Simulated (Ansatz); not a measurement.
Ansatz input file:

```yaml
crystal:
  lattice:
    - [0.0, 2.450888786, 2.450888786]
    - [2.450888786, 0.0, 2.450888786]
    - [2.450888786, 2.450888786, 0.0]
  atoms:
    - { symbol: Hf, position: [0.0, 0.0, 0.0] }
    - { symbol: O, position: [0.25, 0.25, 0.25] }
    - { symbol: O, position: [0.75, 0.75, 0.75] }
basis:
  ecutwfc: 500
kpoints:
  mp_grid: { grid: [8, 8, 8] }
hamiltonian:
  xc: r2scan
scf:
  occupations: { method: gaussian, width: 0.02 }
output:
  forces: true
  stress: true
  eigenvalues: true
```

Launched with
```bash
ansatz run input.yaml --threads 1 --pin off --max-ram 2560MiB --backend cpu --events-out ev --progress --plain --runs-dir out
```

Level of theory: DFT r2SCAN, scalar-relativistic, plane waves, PAW (Ansatz).

Part of what the program printed, abridged (final results; tables in files aren't shown):

```
SCF 1 converged in 7 iterations: F = -16875.929626 eV  dr2 = 6.58e-9
SCF converged after 7 iterations
Free energy (F): -16875.929626 eV
Harris-Foulkes:  -16875.929626 eV  (|F-HF|=1.15e-9)
Internal energy: -16875.929626 eV  (E = F + TS)
E sigma→0 (E₀):  -16875.929626 eV
Fermi energy:    20.132471 eV
--- Per-component energies (eV) ---
  E_band       = 112.830207
  E_kinetic    = 784.833618
  E_local      = -5444.317277  (includes V_loc(G=0)·N_el)
  E_nonlocal   = -1150.858632
  E_hartree    = 2529.088511
  E_xc         = -433.747742
  E_vxc        = -508.914401  (∫ρ·V_xc dr)
  E_paw        = -7273.654789  (= ΣΔE_a)
  E_vpaw       = 1346.388083  (= ΣTr[D̂ρ^β])
  E_aug_tail   = 0.002229  (compensation charges beyond the density's cutoff)
  E_vtau       = 27.517787  (kinetic-family band-sum trace: ∫τ·v_τ [+ j·A + Jᵃ·Aᵃ] dr)
  E_ewald      = -5887.533184
  E_core_change = 0.257640  (= ΣΔE_core)
  E_smearing   =  0.000000  (= −TS)
--- Forces (eV/Å), atoms counted from 1 ---
  atom   1  Hf     0.00000000     0.00000000     0.00000000
  atom   2  O      0.00000000     0.00000000     0.00000000
  atom   3  O      0.00000000     0.00000000     0.00000000
--- Stress (GPa, compression-positive) ---
       31.112162       0.000000       0.000000
        0.000000      31.112162       0.000000
        0.000000       0.000000      31.112162
  P = ⅓ Tr σ = 31.1122 GPa (311.122 kbar)
--- Band table (eV; the first three rows and the last of 29) ---
  k-point 0: bands = ["-44.3124", "-12.2059", "-12.2059", "-12.2059", "-2.5962", "0.6971", "7.3655", "7.3655", "7.3655", "7.4645", "7.4645", "7.4645", "7.7044", "11.6764", "11.6764", "11.6764", "17.1592", "17.1592", "17.1592", "22.4857", "22.4857", "25.0747", "30.2255"]
  k-point 1: bands = ["-44.3086", "-12.3244", "-12.2175", "-12.2175", "-2.3255", "0.5196", "7.3707", "7.3707", "7.3709", "7.4545", "7.4545", "7.4648", "7.6321", "11.8573", "11.8573", "12.2150", "16.6996", "16.8399", "16.8399", "22.8266", "22.8266", "25.6548", "29.3459"]
  k-point 2: bands = ["-44.2993", "-12.5920", "-12.2455", "-12.2455", "-1.7211", "0.1943", "7.3803", "7.3803", "7.3892", "7.4372", "7.4372", "7.4653", "7.5187", "12.2929", "12.2929", "13.4107", "15.7514", "16.2653", "16.2653", "23.3365", "23.3365", "26.0614", "28.8467"]
  k-point 28: bands = ["-44.2776", "-12.7046", "-12.7046", "-12.4048", "-0.2537", "-0.2537", "7.3763", "7.3897", "7.4138", "7.4138", "7.4173", "7.4540", "7.4540", "12.0120", "12.1547", "14.9674", "14.9674", "16.2095", "17.6025", "23.5253", "24.0171", "26.4127", "26.4127"]
```

Self-consistency was reached.

The run took 1.4 s on 1 thread of AMD EPYC 9R45 96-Core Processor (Zen 5), on a shared host, peak memory 0.45 GiB.

Spin–orbit coupling is left out, which can shift energies with elements as heavy as these.